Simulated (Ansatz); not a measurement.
Input and command of a plane-wave DFT calculation in Ansatz:

```yaml
crystal:
  lattice:
    - [0.0, 3.0114943698, 3.0114943698]
    - [3.0114943698, 0.0, 3.0114943698]
    - [3.0114943698, 3.0114943698, 0.0]
  atoms:
    - { symbol: Mo, position: [0.0, 0.0, 0.0], spin: 2.0 }
    - { symbol: S, position: [0.25, 0.25, 0.25] }
basis:
  ecutwfc: 500
kpoints:
  mp_grid: { grid: [12, 12, 12] }
hamiltonian:
  xc: r2scan
  hubbard: { sites: [{ species: Mo, l: d, u_eff: 4.38 }] }
scf:
  occupations: { method: gaussian, width: 0.1 }
output:
  forces: true
  stress: true
  eigenvalues: true
  populations: true
  write_density: true
  write_potential: true
  elf: true
  volumetric_format: npy
magnetization:
  spin_polarized: true
```

```bash
ansatz run input.yaml --threads 1 --pin off --max-ram 2560MiB --backend cpu --events-out ev --progress --plain --runs-dir out
```

Processor: Intel(R) Xeon(R) 6975P-C (Granite Rapids), 1 thread, on a host shared with other jobs.

Task: How long does it run, and how much memory does it take?

Result: About 22 s on 1 thread of Intel(R) Xeon(R) 6975P-C (Granite Rapids), on a shared host, peak memory 0.68 GiB. It solves 15 bands at 72 k points (the mesh reduced by symmetry) with about 1411 plane waves, in 14 SCF iterations.
